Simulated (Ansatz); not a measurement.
SiC (CsCl type, space group No. 221) at seven volumes, PBE in the plane-wave PAW code Ansatz, scaled uniformly. One row is withheld.

```csv
V (Å³/atom),P (GPa)
8.377,19.94
8.653,12.16
8.929,?
9.205,0.00
9.481,-4.63
9.757,-8.27
10.034,-11.49
```

Fit the shown pressures and predict the withheld one.

P = (3/2)B₀(x^(7/2) − x^(5/2))[1 + (3/4)(B′ − 4)(x − 1)] with x = (V₀/V)^(2/3). Least squares on the six rows gives V₀ = 9.206 Å³/atom, B₀ = 166 GPa, B′ = 5.12. At V = 8.929, x = 1.0206 and P = 5.48 GPa. The run itself gave 5.60 GPa.

Space group Pm-3m (CsCl type). The cell is a constructed one: a structure type filled with these elements; neither database checked (COD, Materials Project) lists it. It is not the phase usual at ambient conditions (space group No. 186, 216). Symmetry was held in the PBE relaxation; whether a distortion lowers the energy is not shown.

Potentials: the earlier of the program's two PAW sets.
